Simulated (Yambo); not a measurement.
G0W0@PBEsol for HgO (space group P3_221, No. 154) in Yambo (3×3×1 mesh, 7 Ry block, plasmon pole, screening fixed), without a terminator:

```json
[
 {"bands N in G": "79", "gap Γ → Γ (eV)": "2.449", "shift of the valence edge (eV)": "0.323"},
 {"bands N in G": "119", "gap Γ → Γ (eV)": "2.416", "shift of the valence edge (eV)": "0.091"},
 {"bands N in G": "175", "gap Γ → Γ (eV)": "2.409", "shift of the valence edge (eV)": "-0.076"}
]
```

### Question
Extrapolate both columns to infinite N with E(N) = E∞ + A/N, test the form, and compare with the terminator.

### Answer
From two points, E∞ = (N2 E2 − N1 E1)/(N2 − N1). The two largest N give 2.39 eV for the gap and -0.43 eV for the shift; the two smallest give 2.35 eV and -0.37 eV. For the gap the slopes A are 7.8 and 2.6 eV: the form isn't reached, and its limit is uncertain. For the shift the slopes A are 55 and 62 eV: the 1/N form holds. With the Bruneval-Gonze terminator and 175 bands the run gives 2.37 eV and -0.29 eV, 0.02 eV and 0.14 eV from the extrapolated values: the terminator too is an estimate of the remainder. Block, mesh and the bands in W are held fixed.

Spin-orbit coupling is not included.

Geometry of the Materials Project entry, not relaxed at this level; primitive cell a = b = 3.747 Å, c = 8.899 Å, α = β = 90.00°, γ = 120.00°.

The structure is a Materials Project entry; no match was found in the copy of COD used, and its stability was not checked.

A shift is the quasiparticle energy of the state minus its PBEsol energy.

The distance between layers or molecules is the database entry's, not relaxed here. Functionals without dispersion can leave it too large, which widens gaps and weakens the response across layers: the numbers belong to this cell.
